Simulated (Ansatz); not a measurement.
MgB2

Method: PBEsol, scalar-relativistic; no spin polarisation; PAW, 420 eV, Γ-centred 12×12×10 mesh, 0.05 eV Gaussian smearing; code Ansatz; PAW files: Ansatz's generated set soft_2.

```
Mg B
1.0
     3.06653    0.00000    0.00000
    -1.53326    2.65569    0.00000
     0.00000    0.00000    3.48794
Mg B
1 2
Direct
  0.00000 0.00000 0.00000
  0.33333 0.66667 0.50000
  0.66667 0.33333 0.50000
```

The chain of runs began from a cell as deposited in COD, expanded in volume.

The cell is relaxed to zero pressure at this level.

The cell has space group P6/mmm (read at 0.01 Å). In it the stress is -0.03, -0.03, -0.03, 0.00, 0.00, 0.00 GPa and the largest force component 0.000 eV/Å. Each change below starts from this cell, without further relaxation. Stress is in GPa, positive in compression, in the order xx, yy, zz, yz, xz, xy; energies are counted from the cell above and are free energies with the smearing's entropy, which match forces and stress in a metal.

**Question.** What happens when atom 2 (B) is moved by 0.08 Å along x?

**Answer.** The energy changes by 27.2 meV per cell, and the force on it along the shift is -0.645 eV/Å (−F/u = 8.06 eV/Å²). Stress: 1.41, -0.16, 0.66, 0.00, 0.00, -1.81.
```
atom  Fx (eV/Å)      Fy     Fz
 Mg1      0.198   0.014  0.000
  B2     -0.645   0.147  0.000
  B3      0.447  -0.161  0.000
```
In a harmonic crystal the energy would rise by −½F·u = ½ × 8.06 × 0.08² eV = 25.8 meV, close to the run's value; the rest is anharmonic or numerical.

**Question.** What stress follows from an engineering strain of -2 % in yy, atoms carried along?

**Answer.** 0.97, 9.89, 0.48, 0.00, 0.00, 0.00 GPa; the energy changes by 17.5 meV per cell.
| atom | Fx (eV/Å) | Fy | Fz |
| --- | --- | --- | --- |
| Mg1 | 0.000 | 0.000 | 0.000 |
| B2 | 0.000 | -0.077 | 0.000 |
| B3 | 0.000 | 0.077 | 0.000 |
The change of the stress over the strain gives a clamped-atom stiffness of about 496 GPa for this component, a secant value that lies under the elastic constant in tension and over it in compression, by several per cent for each per cent of strain.
In a harmonic crystal the energy would rise by V(½Cε² − σ₀ε), with σ₀ the stress of the unstrained cell, = 17.5 meV, which matches.
